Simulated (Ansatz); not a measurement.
AgI (NiAs type, P6_3/mmc), a = b = 4.4202 Å, c = 6.4062 Å, α = β = 90.00°, γ = 120.00°.

Relaxed with PBEsol.

Problem. Which orbitals make up the states near the band edges in plane-wave PAW PBEsol (Ansatz code)?

Solution. Top 1 eV of the valence band: I 5p 70 %, Ag 4d 27 %. Bottom 1 eV of the conduction band: Ag 5s 61 %, I 5p 18 %, I 5s 17 %. Projections are on Löwdin-orthogonalised atomic valence shells; empty p or d shells of many metals are not among them.

Problem. Tabulate the density of states.

Solution. States/eV per cell of 4 atoms, in 0.25 eV bins, energy from the valence-band maximum.

| E (eV) | total | Ag 4d | I 5p | Ag 5s |
|---|---|---|---|---|
| -7.86 | 0.00 | 0.00 | 0.00 | 0.00 |
| -7.61 | 0.00 | 0.00 | 0.00 | 0.00 |
| -7.36 | 0.00 | 0.00 | 0.00 | 0.00 |
| -7.11 | 0.00 | 0.00 | 0.00 | 0.00 |
| -6.86 | 0.00 | 0.00 | 0.00 | 0.00 |
| -6.61 | 0.00 | 0.00 | 0.00 | 0.00 |
| -6.36 | 0.00 | 0.00 | 0.00 | 0.00 |
| -6.11 | 0.00 | 0.00 | 0.00 | 0.00 |
| -5.86 | 0.00 | 0.00 | 0.00 | 0.00 |
| -5.61 | 0.00 | 0.00 | 0.00 | 0.00 |
| -5.36 | 1.71 | 0.35 | 0.90 | 0.44 |
| -5.11 | 3.43 | 0.78 | 1.92 | 0.67 |
| -4.86 | 5.72 | 1.74 | 3.23 | 0.69 |
| -4.61 | 7.66 | 4.22 | 3.11 | 0.27 |
| -4.36 | 7.50 | 4.52 | 2.69 | 0.22 |
| -4.11 | 9.29 | 6.56 | 2.54 | 0.11 |
| -3.86 | 10.35 | 7.25 | 2.85 | 0.11 |
| -3.61 | 8.48 | 6.57 | 1.74 | 0.08 |
| -3.36 | 15.49 | 14.84 | 0.49 | 0.08 |
| -3.11 | 15.79 | 14.66 | 0.79 | 0.23 |
| -2.86 | 4.72 | 3.49 | 0.92 | 0.21 |
| -2.61 | 5.05 | 3.00 | 1.68 | 0.24 |
| -2.36 | 5.10 | 2.77 | 1.95 | 0.23 |
| -2.11 | 3.38 | 1.53 | 1.66 | 0.10 |
| -1.86 | 3.56 | 1.25 | 2.14 | 0.06 |
| -1.61 | 2.75 | 0.81 | 1.79 | 0.05 |
| -1.36 | 2.14 | 0.60 | 1.43 | 0.04 |
| -1.11 | 3.83 | 1.05 | 2.58 | 0.08 |
| -0.86 | 3.59 | 0.97 | 2.45 | 0.07 |
| -0.61 | 3.31 | 0.88 | 2.32 | 0.04 |
| -0.36 | 4.49 | 1.20 | 3.18 | 0.05 |
| -0.11 | 0.69 | 0.19 | 0.50 | 0.00 |
| 0.14 | 0.00 | 0.00 | 0.00 | 0.00 |
| 0.39 | 0.00 | 0.00 | 0.00 | 0.00 |
| 0.64 | 0.00 | 0.00 | 0.00 | 0.00 |
| 0.89 | 0.01 | 0.00 | 0.00 | 0.01 |
| 1.14 | 0.03 | 0.00 | 0.00 | 0.02 |
| 1.39 | 0.06 | 0.00 | 0.01 | 0.04 |
| 1.64 | 0.09 | 0.00 | 0.02 | 0.05 |
| 1.89 | 0.44 | 0.01 | 0.07 | 0.31 |
| 2.14 | 1.29 | 0.02 | 0.21 | 0.86 |
| 2.39 | 2.04 | 0.04 | 0.37 | 1.33 |
| 2.64 | 2.82 | 0.05 | 0.63 | 1.66 |
| 2.89 | 2.62 | 0.04 | 0.61 | 1.40 |
| 3.14 | 3.08 | 0.05 | 0.76 | 1.43 |
| 3.39 | 2.04 | 0.02 | 0.47 | 0.87 |
| 3.64 | 1.00 | 0.01 | 0.24 | 0.43 |
| 3.89 | 0.69 | 0.00 | 0.14 | 0.25 |
| 4.14 | 0.69 | 0.00 | 0.08 | 0.16 |
| 4.39 | 0.74 | 0.00 | 0.03 | 0.09 |
| 4.64 | 1.50 | 0.01 | 0.05 | 0.12 |
| 4.89 | 2.10 | 0.01 | 0.06 | 0.13 |
| 5.14 | 2.47 | 0.01 | 0.06 | 0.08 |
| 5.39 | 2.90 | 0.01 | 0.06 | 0.07 |

The start of the workflow was typed in or built on a structure type; neither database checked (COD, Materials Project) lists it. It is not the phase usual at ambient conditions (space group No. 186, 216). Symmetry was held in the PBEsol relaxation; of distortions, only those at the zone centre were tested. The run is not spin-polarised. Scalar-relativistic: spin–orbit coupling is off unless named, which matters more the heavier the elements.

Potentials: the later of the program's two PAW sets.
